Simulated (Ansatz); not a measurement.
TiO2 (anatase)

```
CELL_PARAMETERS angstrom
     -1.89940     1.89940     4.85040
      1.89940    -1.89940     4.85040
      1.89940     1.89940    -4.85040
ATOMIC_POSITIONS crystal
  Ti 0.50000 0.50000 0.00000
  Ti 0.25000 0.75000 0.50000
  O  0.29355 0.29355 0.00000
  O  0.04355 0.54355 0.50000
  O  0.45645 0.95645 0.50000
  O  0.70645 0.70645 0.00000
```

E(V) scan at fixed shape, V₀ the volume above. The atoms relax within the cell's symmetry.

The numbers are results of PBE (plane waves to 420 eV, PAW, scalar-relativistic; Ansatz, a program for electronic structure), not measurements. k mesh 12×12×12 (Γ-centred), Fermi-Dirac smearing 0.05 eV. Energies are smeared free energies. Stress and pressure are positive under compression. With the shape held, the modulus is that of even scaling; a crystal free to change shape is softer. TiO2 is run without spin polarisation. TiO2 was relaxed with its symmetry unable to fall. The zero of ΔE is the relaxed starting cell.

The scan covers V/V₀ from 0.840 to 1.160 in 13 points.

### Question
What is the fitted pressure derivative B₀′?

### Answer
4.5.

### Question
What bulk modulus at fixed cell shape B₀ follows from a third-order Birch-Murnaghan fit?

### Answer
187 GPa.

(Under strain, the slope of the energy per volume gives the stress and its curvature an elastic modulus.)
